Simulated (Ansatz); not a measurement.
TiB, DFT, LDA, all-electron LAPW, scalar-relativistic (Ansatz 0.2.0), run on 1 thread of Intel(R) Xeon(R) Platinum 8375C CPU @ 2.90GHz (Ice Lake) on a shared host.

The cell is a database entry far from equilibrium at this level of theory, probably a faulty or high-pressure entry; it serves as a test geometry alone. It is an old determination, and later ones may differ. The listed cell was then made from it by scaling, straining or moving an atom.

Command: `ansatz run input.yaml --threads 1 --pin off --max-ram 3072MiB --backend cpu --events-out ev --progress --plain --runs-dir out`

```yaml
crystal:
  lattice:
    - [0.0, 2.05898, 2.101]
    - [2.05898, 0.0, 2.101]
    - [2.05898, 2.05898, 0.0]
  atoms:
    - { symbol: Ti, position: [0.75, 0.75, 0.75] }
    - { symbol: B, position: [0.0, 0.0, 0.0] }
kpoints:
  mp_grid: { grid: [13, 13, 13] }
  band_path:
    path:
      - [0.0, 0.0, 0.0]
      - [0.5, 0.0, 0.5]
      - [0.75, 0.25, 0.5]
      - [0.5, 0.5, 0.5]
      - [0.0, 0.0, 0.0]
      - [0.5, 0.5, 0.0]
      - [0.62995, 0.62995, 0.2599]
      - [0.37005, 0.37005, 0.7401]
      - [0.0, 0.0, 0.0]
    npoints: 5
scf:
  occupations: { method: fermi_dirac, width: 0.05 }
hamiltonian:
  xc: lda
  pseudopotentials: { kind: all_electron, lapw: { basis_error: 0.00025 } }
output:
  forces: true
  stress: true
  eigenvalues: true
```

(1) How large is the problem that the program sets up?

(2) About how long does it take, and how much memory does it use?

## Answers

(1) 196 irreducible k-points, 427 plane waves at Γ, 17 bands.

(2) 44 s of wall time for 7 SCF iterations, with a peak of 0.58 GiB. Times on shared machines scatter by tens of per cent.
